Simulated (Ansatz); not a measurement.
CdSe2:
```yaml
crystal:
  lattice:
    - [6.67944, 0.00000, 0.00000]
    - [0.00000, 6.67944, 0.00000]
    - [0.00000, 0.00000, 6.67944]
  atoms:
    - { symbol: Cd, position: [0.50000, 0.50000, 0.00000] }
    - { symbol: Cd, position: [0.00000, 0.50000, 0.50000] }
    - { symbol: Cd, position: [0.00000, 0.00000, 0.00000] }
    - { symbol: Cd, position: [0.50000, 0.00000, 0.50000] }
    - { symbol: Se, position: [0.10248, 0.89752, 0.39752] }
    - { symbol: Se, position: [0.89752, 0.10248, 0.60248] }
    - { symbol: Se, position: [0.39752, 0.10248, 0.89752] }
    - { symbol: Se, position: [0.60248, 0.89752, 0.10248] }
    - { symbol: Se, position: [0.60248, 0.60248, 0.60248] }
    - { symbol: Se, position: [0.39752, 0.39752, 0.39752] }
    - { symbol: Se, position: [0.89752, 0.39752, 0.10248] }
    - { symbol: Se, position: [0.10248, 0.60248, 0.89752] }
```

Relaxed with r²SCAN. Special points in fractions of this cell's reciprocal vectors: Γ (0.000, 0.000, 0.000); X (0.000, 0.500, 0.000); M (0.500, 0.500, 0.000); R (0.500, 0.500, 0.500); X1 (0.500, 0.000, 0.000).

### Question
List the band energies nearest the valence-band maximum at these points for r²SCAN (plane waves, PAW; program Ansatz).

### Answer
In eV from the valence-band maximum; about four levels below and three above (degenerate sets whole), none deeper than 8.9 eV; points with the same levels are listed once.

| k | below | above |
|---|---|---|
| Γ | -0.54 -0.54 -0.54 0.00 0.00 | 1.57 1.59 2.22 2.22 2.22 |
| X | -1.48 -1.48 -0.19 -0.19 | 1.48 1.48 1.72 1.72 |
| M | -1.37 -1.37 -1.37 -1.37 | 1.57 1.57 1.57 1.57 |
| R | -1.97 -1.97 -1.97 -1.97 | 2.08 2.08 2.08 2.08 |

Space group Pa-3. The first step of the workflow began from a Materials Project structure, measured or hypothetical; the Crystallography Open Database copy checked does not list it. Its standing as an ambient phase is unchecked. The r²SCAN relaxation kept the symmetry of its start; its stability against distortions is not shown here. Spin–orbit coupling is left out wherever it is not named.

Potentials: the later of the program's two PAW sets.
